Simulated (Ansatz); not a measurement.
LiNbO$_{3}$:
```xyz
10
Lattice="2.5671 1.4821 4.6089 -2.5671 1.4821 4.6089 0.0000 -2.9642 4.6089" Properties=species:S:1:pos:R:3 pbc="T T T"
Li     0.0000     0.0000     9.7719
Li     0.0000     0.0000     2.8586
Nb     0.0000     0.0000    13.6758
Nb     0.0000     0.0000     6.7624
O      1.5643    -0.1596     8.1798
O     -0.6439     1.4346     8.1798
O     -0.9204    -1.2749     8.1798
O      1.0028     1.3225     5.8754
O      0.6439    -1.5297     5.8754
O     -1.6467     0.2072     5.8754
```

PBEsol (plane waves, PAW; program Ansatz) gives a gap of 3.51 eV without spin–orbit coupling, maximum off the standard path, at k = (0.135, 0.135, 0.146), minimum off the standard path, at k = (-0.094, -0.094, 0.026).

Problem. What happens when spin–orbit coupling is switched on?

Solution. The gap falls by 0.04 eV, to 3.47 eV; maximum on the Γ–T line, 29 % of the way from Γ, minimum off the standard path, at k = (-0.094, -0.094, 0.031).

Space group R3c. Symmetry was held in the PBEsol relaxation. The run is not spin-polarised.

Potentials: the earlier of the program's two PAW sets.
